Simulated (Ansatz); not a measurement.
TiPt3 (Cu3Au type, Pm-3m) at seven volumes, PBEsol in the plane-wave PAW code Ansatz, scaled uniformly. One row is withheld.

| V (Å³/atom) | P (GPa) |
|---|---|
| 13.489 | 31.75 |
| 13.934 | 19.22 |
| 14.378 | 8.75 |
| 14.823 | 0.00 |
| 15.268 | -7.31 |
| 15.712 | -13.40 |
| 16.157 | ? |

Fit the shown pressures and predict the withheld one.

P = (3/2)B₀(x^(7/2) − x^(5/2))[1 + (3/4)(B′ − 4)(x − 1)] with x = (V₀/V)^(2/3). Least squares on the six rows gives V₀ = 14.823 Å³/atom, B₀ = 266 GPa, B′ = 4.98. At V = 16.157, x = 0.9442 and P = -18.50 GPa. The run itself gave -18.46 GPa.

The PBEsol relaxation kept the symmetry of its start; of distortions, only those at the zone centre were tested. The run is not spin-polarised. Scalar-relativistic: spin–orbit coupling is off unless named, which matters more the heavier the elements.

Potentials: the later of the program's two PAW sets.
